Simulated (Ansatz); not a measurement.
## Data sheet: Li (DFT)

Li:
```xyz
1
Lattice="0.0000 2.1609 2.1609 2.1609 0.0000 2.1609 2.1609 2.1609 0.0000" Properties=species:S:1:pos:R:3 pbc="T T T"
Li     0.0000     0.0000     0.0000
```

Space group Fm-3m (No. 225), fcc (Cu type); conventional cell a = 4.322 Å, b = 4.322 Å, c = 4.322 Å, α = 90.00°, β = 90.00°, γ = 90.00°.

Method: the program Ansatz at the PBEsol level (PAW). Geometry: relaxed at this level of theory. Other levels are named where they apply.

Cell and energy:

* **Volume per atom**: 20.18 Å³
* **Density**: 0.57 g/cm³

Electronic structure:

Electronic character: metallic (no gap)
Density of states at the Fermi level: 0.52 states/eV per atom (mean over ±0.08 eV)

Mechanics:

- Bulk modulus (Birch–Murnaghan fit) = 13.6 GPa
- Pressure derivative B′ = 3.3
- Elastic constants (relaxed ions, GPa) = C11 = 16.2, C12 = 12.4, C44 = 10.6
- Mechanical stability = stable (all eigenvalues of C positive)
- Hill bulk and shear moduli = 13.7 and 5.4 GPa
- Young's modulus = 14.3 GPa
- Poisson's ratio = 0.33
- Debye temperature from the elastic constants = 377 K

The workflow started from a Materials Project entry (that database holds measured and hypothetical structures alike); the Crystallography Open Database files this formula in space group No. 225, but the cells were not matched. It is not the phase usual at ambient conditions (space group No. 229). The PBEsol relaxation kept the symmetry of its start; whether a distortion lowers the energy is not shown. As this level gives no gap, shear constants depend on the k-mesh and smearing (Fermi–Dirac, 0.1 eV here).

Potentials: the earlier of the program's two PAW sets. The files were generated under PBE; for other functionals the program regenerates the frozen cores, and for LDA and PBEsol the local potential too.
